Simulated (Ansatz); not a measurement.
ZrGa3:
```
CELL_PARAMETERS angstrom
     -1.97673     1.97673     8.73179
      1.97673    -1.97673     8.73179
      1.97673     1.97673    -8.73179
ATOMIC_POSITIONS crystal
  Zr 0.88153 0.88153 0.00000
  Zr 0.11847 0.11847 0.00000
  Ga 0.00000 0.50000 0.50000
  Ga 0.50000 0.00000 0.50000
  Ga 0.75000 0.25000 0.50000
  Ga 0.25000 0.75000 0.50000
  Ga 0.62314 0.62314 0.00000
  Ga 0.37686 0.37686 0.00000
```

Relaxed with r²SCAN. Special points in fractions of this cell's reciprocal vectors: Γ (0.000, 0.000, 0.000); X (0.000, 0.000, 0.500); P (0.250, 0.250, 0.250); N (0.000, 0.500, 0.000); M (0.500, 0.500, -0.500); S (0.263, 0.737, -0.263); S0 (-0.263, 0.263, 0.263); R (-0.026, 0.026, 0.500); G (0.500, 0.500, -0.026).

**Question.** List the band energies nearest the Fermi level at these points for the program Ansatz at the r²SCAN level (PAW).

**Answer.** In eV from the Fermi level; about four levels below and three above (degenerate sets whole), none deeper than 8.9 eV; points with the same levels are listed once.

```
k                          below                above
-  -----------------------------  -------------------
Γ        -2.29 -2.29 -1.75 -1.75  0.18 0.70 1.16 1.16
X        -2.54 -2.48 -1.77 -1.32       1.55 2.19 2.63
P  -2.94 -2.94 -2.01 -2.01 -1.51       2.00 2.46 2.46
N        -2.26 -1.77 -1.62 -0.72       0.56 0.78 1.27
M  -1.66 -1.66 -1.58 -0.77 -0.38       1.08 1.08 1.37
S        -2.12 -1.73 -1.73 -0.81       0.46 0.72 1.28
R        -2.58 -2.49 -1.75 -1.27       1.55 2.12 2.66
```

Space group I4/mmm. The first step of the workflow began from a Materials Project structure, measured or hypothetical; the Crystallography Open Database files this formula in space group No. 139, but the cells were not matched. Its standing as an ambient phase is unchecked. Symmetry was held in the r²SCAN relaxation; its stability against distortions is not shown here. The run is not spin-polarised. Spin–orbit coupling is left out wherever it is not named.

Potentials: the earlier of the program's two PAW sets.
